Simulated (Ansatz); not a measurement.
The relaxed structure here is a generated cell of AlNi: the first start was made by placing the elements on the sites of a structure type, and the end was not matched to a known phase here, so it may be hypothetical. Known forms of AlNi include space group No. 221.

One starting cell of AlNi (a generated cell, AlNi built in the AFLOW prototype AB_oP8_57_d_d (as in TlF)) was relaxed twice with Ansatz (plane waves, PAW, scalar-relativistic): with r2SCAN at 500 eV and with PBE at 420 eV. The r2SCAN result:

```yaml
crystal:
  lattice:
    - [5.01860, 0.00000, 0.00000]
    - [0.00000, 4.51863, 0.00000]
    - [0.00000, 0.00000, 4.29465]
  atoms:
    - { symbol: Al, position: [0.33914, 0.56442, 0.25000] }
    - { symbol: Al, position: [0.33914, 0.93558, 0.75000] }
    - { symbol: Al, position: [0.66086, 0.06442, 0.25000] }
    - { symbol: Al, position: [0.66086, 0.43558, 0.75000] }
    - { symbol: Ni, position: [0.85456, 0.57224, 0.25000] }
    - { symbol: Ni, position: [0.85456, 0.92776, 0.75000] }
    - { symbol: Ni, position: [0.14544, 0.07224, 0.25000] }
    - { symbol: Ni, position: [0.14544, 0.42776, 0.75000] }
```

| quantity | r2SCAN | PBE |
|---|---|---|
| space group | Pbcm | Pbcm |
| volume (Å³/atom) | 12.17 | (withheld) |
| a (Å) | 5.019 | (withheld) |
| b (Å) | 4.519 | (withheld) |
| c (Å) | 4.295 | (withheld) |
| gap (eV, no spin-orbit coupling) | 0.00 | (withheld) |

Task: What does PBE give for the same quantities?

Result: 
- volume (Å³/atom), PBE: 12.59
- a (Å), PBE: 5.059
- b (Å), PBE: 4.571
- c (Å), PBE: 4.354
- gap (eV, no spin-orbit coupling), PBE: 0.00

Both levels end in the same structure; PBE's volume is 3.4 % larger. Neither column is exact.

No spin polarisation in the result. A magnetic state may lie lower.

The run could not lose the symmetry of its start: the end is stationary, and may be a saddle point rather than a minimum.

Ansatz is a quantum-chemistry and plane-wave program.
